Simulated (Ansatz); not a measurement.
Total density of states per atom from LDA in the plane-wave PAW code Ansatz, in 0.25 eV bins, energy from the Fermi level:

```
E (eV) | states/eV/atom
    -7.85 | ### 0.15
    -7.60 | ### 0.18
    -7.35 | #### 0.18
    -7.10 | #### 0.19
    -6.85 | #### 0.19
    -6.60 | #### 0.19
    -6.35 | #### 0.20
    -6.10 | #### 0.20
    -5.85 | #### 0.21
    -5.60 | #### 0.21
    -5.35 | #### 0.23
    -5.10 | ##### 0.28
    -4.85 | ##### 0.28
    -4.60 | ##### 0.24
    -4.35 | #### 0.23
    -4.10 | ##### 0.24
    -3.85 | ##### 0.26
    -3.60 | ###### 0.30
    -3.35 | ####### 0.34
    -3.10 | ####### 0.35
    -2.85 | ######## 0.42
    -2.60 | ########## 0.53
    -2.35 | ############## 0.74
    -2.10 | ############# 0.68
    -1.85 | ############## 0.75
    -1.60 | ####################### 1.20
    -1.35 | ############## 0.72
    -1.10 | ######### 0.45
    -0.85 | ############ 0.61
    -0.60 | ################ 0.84
    -0.35 | #################### 1.05
    -0.10 | #################### 1.04
     0.15 | ############### 0.76
     0.40 | ############# 0.65
     0.65 | ########### 0.55
     0.90 | ############## 0.72
     1.15 | ################# 0.90
     1.40 | ##################### 1.10
     1.65 | ##################### 1.09
     1.90 | ############################## 1.55
     2.15 | ############################## 1.54
     2.40 | ######################## 1.23
     2.65 | ############### 0.77
     2.90 | ########## 0.52
     3.15 | ########## 0.53
     3.40 | ######## 0.43
     3.65 | ####### 0.38
     3.90 | ############ 0.64
     4.15 | ################# 0.88
     4.40 | ################## 0.91
     4.65 | ############ 0.62
     4.90 | ######### 0.46
```

Q: Pick the material that matches.
(A) BaTiO3, P4mm (Ba on 1b, Ti on 1a, O on 2c, O on 1a)
(B) TiAl, L1₀ or tetragonal B2
(C) Ti, hcp (Mg type)
(D) AlNi, CsCl type

A: B, TiAl, L1₀ or tetragonal B2. Within 0.5 eV of the Fermi level: Ti 3d 80 %, Al 3p 13 %. Projections are on Löwdin-orthogonalised atomic valence shells; empty p or d shells of many metals are not among them.

Space group P4/mmm (L1₀ or tetragonal B2). Symmetry was held in the LDA relaxation; of distortions, only those at the zone centre were tested. The run is not spin-polarised.

Potentials: the earlier of the program's two PAW sets.
